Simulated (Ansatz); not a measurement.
# RhTe in the rocksalt structure

Method: PBEsol, scalar-relativistic; no spin polarisation; PAW, 420 eV, 10×10×10 k-mesh, Gaussian smearing of 0.05 eV; code Ansatz; PAW files: Ansatz's generated set soft_2.

```yaml
crystal:
  lattice:
    - [0.00000, 2.69646, 2.69646]
    - [2.69646, 0.00000, 2.69646]
    - [2.69646, 2.69646, 0.00000]
  atoms:
    - { symbol: Rh, position: [0.50000, 0.50000, 0.50000] }
    - { symbol: Te, position: [0.00000, 0.00000, 0.00000] }
```

The start was a prototype's sites filled with these elements. The Crystallography Open Database lists the compound in space group P63/mmc, so this is a trial structure.

Path: Γ–X–U | K–Γ–L–W–X, with Γ = (0.000, 0.000, 0.000), X = (0.500, 0.000, 0.500), U = (0.625, 0.250, 0.625), K = (0.375, 0.375, 0.750), L = (0.500, 0.500, 0.500), W = (0.500, 0.250, 0.750) in reciprocal vectors of the calculation's cell.

**Question.** Is it a metal or an insulator, and if it has a gap, where are the band edges on this path?

**Answer.** A metal: bands cross the Fermi level.

Levels between -4 and 4 eV from the Fermi level at the path's named points:
```tsv
point	below E_F (eV)	above E_F (eV)
Γ	-2.38 -2.38 -2.38 -2.35 -2.35 -0.14 -0.14 -0.14	
X	-3.32 -2.49 -2.49 -1.91 -1.12 -1.12 -0.31	2.12
U and K	-3.92 -1.97 -1.30 -0.83 -0.46	0.45
L	-1.49 -1.49 -0.90	3.70 3.81 3.81
W	-1.17 -1.17 -1.12 -0.77 -0.50
```

With 33 valence electrons in the calculation's cell and no magnetic order, the bands, two electrons each, can't all be full or empty: band theory demands a metal. (Only strong correlation, outside this picture, could make a Mott insulator of it.)

Scalar-relativistic only: spin–orbit splittings of the heavy atoms' levels are missing. Spin polarisation wasn't tried.
